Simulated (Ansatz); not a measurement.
AlFe (Pm-3m): the held moment from field and pressure

```yaml
crystal:
  lattice:
    - [2.91000, 0.00000, 0.00000]
    - [0.00000, 2.91000, 0.00000]
    - [0.00000, 0.00000, 2.91000]
  atoms:
    - { symbol: Al, position: [0.00000, 0.00000, 0.00000] }
    - { symbol: Fe, position: [0.50000, 0.50000, 0.50000] }
```

Geometry: a structure as deposited in COD; nothing is relaxed.

Functional, mesh and filling: PBE, 11×11×11 k mesh, Fermi–Dirac smearing of 0.1 eV. PAW means Ansatz 0.2.0 on its default frozen-core files. Site moments are integrated in spheres about the atoms. Start moments (μB): Fe2 3.

The free run ends with 0.71 μB per cell. Further runs hold the cell's moment M by two Fermi levels; B is half their difference over μB, positive where the field raises M. Some of them:

| M (μB/cell) | B (T) | ΔF over the free run (meV/cell) | pressure (GPa) |
| --- | --- | --- | --- |
| 0.18 | -580 | 28.4 | -6.5 |
| 0.36 | -1050 | 19.8 | -6.4 |
| 0.86 | 1700 | 7.7 | -5.1 |

Question: Another run of the series gave B (T) = -957, ΔF over the free run (meV/cell) = 3.4, pressure (GPa) = -6.0. Which moment was held?
A. 0.61
B. 0.78
C. 0.50
D. 0.96

Answer: A. M (μB/cell) = 0.61.

Question: Another run of the series gave B (T) = -1195, ΔF over the free run (meV/cell) = 10.5, pressure (GPa) = -6.2. Which moment was held?
A. 0.61
B. 0.50
C. 0.78
D. 0.96

Answer: B. M (μB/cell) = 0.50.

The whole series:

| M (μB/cell) | B (T) | ΔF over the free run (meV/cell) | pressure (GPa) |
| --- | --- | --- | --- |
| 0.18 | -580 | 28.4 | -6.5 |
| 0.36 | -1050 | 19.8 | -6.4 |
| 0.50 | -1195 | 10.5 | -6.2 |
| 0.61 | -957 | 3.4 | -6.0 |
| 0.78 | 859 | 1.7 | -5.4 |
| 0.86 | 1700 | 7.7 | -5.1 |
| 0.96 | 2567 | 20.2 | -4.4 |

The Ansatz runs typed with the search for lower states off end where their start leads. The magnetic state is the one that this cell and start allow. It needn't be the compound's measured order, which may need a larger cell or be absent.
